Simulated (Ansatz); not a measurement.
According to the program Ansatz at the PBE level (PAW), BP in the hexagonal phase (P6_422; B on 3c, P on 3d) relaxes to a = 3.279 Å, c = 6.995 Å. Against the elements it lies at 0.065 eV/atom, with no fitted shifts.

Electronic character: no gap, with almost no states at the Fermi level (zero-gap or semimetallic).

The bulk modulus is 171 GPa.

The start of the workflow was typed in or built on a structure type; neither database checked (COD, Materials Project) lists it. It is not the phase usual at ambient conditions (space group No. 216). The cell was relaxed with PBE under the symmetry of its start; its stability against distortions is not shown here. The references are the lowest solids computed at this level, not always the standard phases.

Potentials: the later of the program's two PAW sets.
